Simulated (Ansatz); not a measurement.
SiC under pressure

The calculation used Ansatz, DFT LDA, scalar-relativistic, plane waves, PAW. Plane waves to 420 eV; Γ-centred k mesh 12×12×6; fixed occupations. No spin polarisation. Phonons by linear response, acoustic sum rule imposed.

The cell, relaxed at this level:
```
Si C
1.0
     3.05636    0.00000    0.00000
    -1.52818    2.64688    0.00000
     0.00000    0.00000    5.01593
Si C
2 2
Direct
  0.33333 0.66667 0.00460
  0.66667 0.33333 0.50460
  0.33333 0.66667 0.38040
  0.66667 0.33333 0.88040
```

Optical modes at Γ (cm⁻¹) at zero pressure: 258, 599, 767, 767, 771, 801, 841.

Question: Under hydrostatic pressure the same modes lie at 257, 615, 797, 797, 797, 828, 869 cm⁻¹. What is the pressure, and how much has the cell shrunk?

Answer: 7 GPa; the volume is 2.8 % smaller.

Cost: 2 runs of about 12 core-minutes in all, on Arm Neoverse V1 (shared hosts).